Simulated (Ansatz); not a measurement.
Relaxing a structure of Li

The start is a randomly generated symmetric cell of Li (space group No. 186). The cell and all atomic positions are relaxed at zero pressure with r2SCAN (plane waves to 500 eV, PAW, scalar-relativistic; Ansatz, an electronic-structure program). The first steps use a coarse 9×9×5 k-mesh.

The start:
```
CELL_PARAMETERS angstrom
      4.23738     0.00000     0.00000
     -2.11869     3.66968     0.00000
      0.00000     0.00000     6.35665
ATOMIC_POSITIONS crystal
  Li 0.33333 0.66667 0.62975
  Li 0.66667 0.33333 0.12975
  Li 0.00000 0.00000 0.38861
  Li 0.00000 0.00000 0.88861
```

- Largest initial force: 0.05 eV/Å, on Li1, Li2, Li3, Li4 (atoms numbered as listed)
- Energy released: 0.20 eV/atom
- Volume change: -15.2 %, from 24.71 to 20.96 Å³/atom
- Shortest distances (start → end): The closest pairs of elements (up to four, under 3.6 Å), start → end: Li–Li 2.89 → 3.09 Å
- Band gap at the end: no gap (metallic)
- Optimiser moves: 25

It ends as:

```cif
data_Li4
_chemical_formula_sum 'Li4'
_space_group_name_H-M_alt 'P63/mmc'
_space_group_IT_number 194
_space_group_name_Hall '-P 6c 2c'
_cell_length_a 3.10138
_cell_length_b 3.10138
_cell_length_c 10.06612
_cell_angle_alpha 90.000
_cell_angle_beta 90.000
_cell_angle_gamma 120.000
loop_
_atom_site_label
_atom_site_type_symbol
_atom_site_symmetry_multiplicity
_atom_site_Wyckoff_symbol
_atom_site_fract_x
_atom_site_fract_y
_atom_site_fract_z
_atom_site_occupancy
Li1 Li 2 d 0.66667 0.33333 0.25000 1
Li2 Li 2 a 0.00000 0.00000 0.00000 1
```

Final values are on a 17×17×5 k-mesh of the relaxed cell. No spin polarisation in the result.

The run could not lose the symmetry of its start; a randomly shaken copy of 8 atoms returns to this structure.

The relaxed structure here is a generated cell of Li: the first start was made by a random draw of sites in a space group, and the end was not matched to a known phase here, so it may be hypothetical. Known forms of Li include space group No. 229.
